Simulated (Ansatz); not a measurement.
## What DFT gives for Ca2Lu

```
CELL_PARAMETERS angstrom
2.44707 4.23845 0.00000
-2.44707 4.23845 0.00000
0.00000 0.00000 7.03540
ATOMIC_POSITIONS crystal
Lu 0.00000 0.00000 0.00000
Ca 0.33330 0.33340 0.50000
Ca 0.66660 0.66670 0.50000
```

Single point in Ansatz 0.2.0 with r2SCAN, no spin polarisation. Cutoff 500 eV, PAW datasets, 8×8×5 Γ-centred k mesh, fermi-dirac filling (width 0.1 eV).

**Formation energy.** 1.59 eV an atom against the elements' usual phases (free molecules for gases, crystals otherwise, with no correction for O₂ or N₂), so at this geometry it isn't bound against them. Relaxing would lower it.
**Stress.** The pressure is -2.4 GPa (compression positive), so with the atoms held at these fractions the cell would first shrink. The principal stresses -9.0, 0.9, 0.9 GPa differ, so its shape would change too.
**Contacts.** Ca–Ca at 2.83 Å: least valence density 0.10 e/Å³ and ELF 0.03 there. Lu–Ca at 4.51 Å: least valence density 0.05 e/Å³ and ELF 0.52 there. Lu–Lu at 4.89 Å: least valence density 0.03 e/Å³ and ELF 0.37 there, so no covalent bond. These are pseudo-fields; inside the PAW spheres they differ from the all-electron ones.
**Electronic structure.** It is a metal, with about 4.7 states/eV a cell as the mean within 0.25 eV of the Fermi level.

Origin: a known structure type with other elements, at an estimated volume, so it need not be a known compound. Caveats: many states at the Fermi level without spin polarisation, so a magnetic state may lie lower.
